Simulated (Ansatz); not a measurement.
Relaxed LiNbO3 (LiNbO3 type, space group R3c):

```
CELL_PARAMETERS angstrom
      2.59491     1.49817     4.67185
     -2.59491     1.49817     4.67185
      0.00000    -2.99635     4.67185
ATOMIC_POSITIONS crystal
  Li 0.70263 0.70263 0.70263
  Li 0.20263 0.20263 0.20263
  Nb 0.98385 0.98385 0.98385
  Nb 0.48385 0.48385 0.48385
  O  0.62628 0.87373 0.26322
  O  0.87373 0.26322 0.62628
  O  0.26322 0.62628 0.87373
  O  0.76322 0.37373 0.12628
  O  0.37373 0.12628 0.76322
  O  0.12628 0.76322 0.37373
```

The atoms are displaced by Q × the pattern below (from a DFPT mode at Γ, largest move 1; Q in Å), at fixed cell.

| atom | x | y | z |
|---|---|---|---|
| Li1 | 0.000 | 0.000 | 1.000 |
| Li2 | 0.000 | 0.000 | -1.000 |
| Nb3 | 0.000 | 0.000 | -0.223 |
| Nb4 | 0.000 | 0.000 | 0.223 |
| O5 | -0.109 | 0.029 | -0.072 |
| O6 | 0.080 | 0.080 | -0.072 |
| O7 | 0.029 | -0.109 | -0.072 |
| O8 | 0.080 | -0.080 | 0.072 |
| O9 | -0.109 | -0.029 | 0.072 |
| O10 | 0.029 | 0.109 | 0.072 |

Level of theory: PBE (plane waves to 420 eV, PAW, scalar-relativistic; Ansatz, a first-principles code). k mesh 8×8×8 (Γ-centred), Fermi-Dirac smearing 0.05 eV. E stands for the smeared free energy. LiNbO3 is run without spin polarisation. LiNbO3 was relaxed with its symmetry unable to fall. The zero of ΔE is the undisplaced structure.

```json
[
 {"Q (Å)": "-0.180", "ΔE (meV/cell)": "63.0"},
 {"Q (Å)": "-0.150", "ΔE (meV/cell)": "43.4"},
 {"Q (Å)": "-0.120", "ΔE (meV/cell)": "27.6"},
 {"Q (Å)": "-0.090", "ΔE (meV/cell)": "withheld"},
 {"Q (Å)": "-0.060", "ΔE (meV/cell)": "6.9"},
 {"Q (Å)": "-0.030", "ΔE (meV/cell)": "1.7"},
 {"Q (Å)": "0.000", "ΔE (meV/cell)": "0.0"},
 {"Q (Å)": "0.030", "ΔE (meV/cell)": "1.7"},
 {"Q (Å)": "0.060", "ΔE (meV/cell)": "6.9"},
 {"Q (Å)": "0.090", "ΔE (meV/cell)": "withheld"},
 {"Q (Å)": "0.120", "ΔE (meV/cell)": "27.6"},
 {"Q (Å)": "0.150", "ΔE (meV/cell)": "43.4"},
 {"Q (Å)": "0.180", "ΔE (meV/cell)": "63.0"}
]
```

**Question.** Fit an even polynomial form (powers 2, 4) to the given rows and predict ΔE at Q = 0.090.

**Answer.** Least squares on the 11 given rows: ΔE = (1896)·Q² + (1490)·Q⁴, in meV/cell with Q in Å; root-mean-square residual 0.03 meV/cell. At 0.090 the fit gives 15.5 meV/cell; the calculation gives 15.5 meV/cell, the same to the digits shown. The quadratic term alone would give 15.4 meV/cell.

(A displaced cell: forces are minus the slopes of the energy, force constants its curvatures, and phonons follow from these.)
